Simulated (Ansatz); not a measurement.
Ga$_{2}$O$_{3}$ in space group C2/m (No. 12; Pearson symbol mS20), the program Ansatz at the r²SCAN level (PAW), all energies at zero smearing, with the estimated change up to a 700 eV cutoff added, with one set of potentials and settings (totals compare only within such a set). Cell of 10 atoms (4 Ga, 6 O): -18577.872 eV.

| element | reference phase | E (eV/atom) |
|---|---|---|
| Ga | Cmce, 4 atoms in the cell | -3790.2689 |
| O | C2/m, 4 atoms in the cell, spin-polarised | -566.0281 |

Formation energy per atom, worked out: (-18577.872 − 4×(-3790.2689) − 6×(-566.0281))/10 = -2.063 eV/atom (-199 kJ per mol of atoms), at 0 K, without zero-point energy or fitted corrections.

The cell was relaxed with r²SCAN under the symmetry of its start. The references are the lowest solids computed at this level, not always the standard phases (solids in place of the gases).

Potentials: the later of the program's two PAW sets.
